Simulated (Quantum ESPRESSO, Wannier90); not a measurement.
## Mg(AlS₂)₂ (R-3m): Wannier90 run

Materials Project entry mp-16755; symmetrised, unrelaxed at this level. Not found in the COD (Crystallography Open Database) copy used, which has the formula in other groups; not checked further. Level: PBEsol, no spin polarisation, no spin-orbit coupling; pw.x of Quantum ESPRESSO at 68 Ry with PseudoDojo potentials, 4×4×4 k-points, Wannier90. Density: 10×10×10 mesh, cold smearing 0.01 Ry. The cell is built of weakly bound layers, chains or molecules, whose nearest atoms lie 4.47 Å apart. Database cells relaxed without dispersion often hold them too far apart, which can enlarge gaps and weakens couplings between them; spacing and stacking were not compared with the measured crystal.

```
begin unit_cell_cart
ang
   -1.8576150951    3.2174837256    0.0000000000
   -3.7152301901    0.0000000000    0.0000000000
   -1.8576150951    1.0724945752   12.9611400000
end unit_cell_cart
mp_grid = 4 4 4
```

Task: Which shells of neighbouring k-points and which b-vectors and weights does Wannier90 pick for this cell and mesh?

Result: 
```
 *---------------------------------- K-MESH ----------------------------------*
 +----------------------------------------------------------------------------+
 |                    Distance to Nearest-Neighbour Shells                    |
 |                    ------------------------------------                    |
 |          Shell             Distance (Ang^-1)          Multiplicity         |
 |          -----             -----------------          ------------         |
 |             1                   0.121193                      2            |
 |             2                   0.242386                      2            |
 |             3                   0.363578                      2            |
 |             4                   0.484771                      2            |
 |             5                   0.489875                      6            |
 |             6                   0.494847                      6            |
 |             7                   0.514254                      6            |
 |             8                   0.528341                      6            |
       ... (lines left out)
 +----------------------------------------------------------------------------+
 | The b-vectors are chosen automatically                                     |
 | The following shells are used:                       1,  5                 |
 +----------------------------------------------------------------------------+
 |                        Shell   # Nearest-Neighbours                        |
 |                        -----   --------------------                        |
 |                          1               2                                 |
 |                          2               6                                 |
 +----------------------------------------------------------------------------+
 | Completeness relation is fully satisfied [Eq. (B1), PRB 56, 12847 (1997)]  |
 +----------------------------------------------------------------------------+
 |                  b_k Vectors (Ang^-1) and Weights (Ang^2)                  |
 |                  ----------------------------------------                  |
 |            No.         b_k(x)      b_k(y)      b_k(z)        w_b           |
 |            ---        --------------------------------     --------        |
 |             1         0.000000    0.000000    0.121193    33.575948        |
 |             2         0.000000    0.000000   -0.121193    33.575948        |
 |             3        -0.422799   -0.244103   -0.040398     1.398530        |
 |             4         0.000000    0.488206   -0.040398     1.398530        |
 |             5        -0.422799    0.244103    0.040398     1.398530        |
 |             6         0.422799    0.244103    0.040398     1.398530        |
 |             7         0.000000   -0.488206    0.040398     1.398530        |
 |             8         0.422799   -0.244103   -0.040398     1.398530        |
```
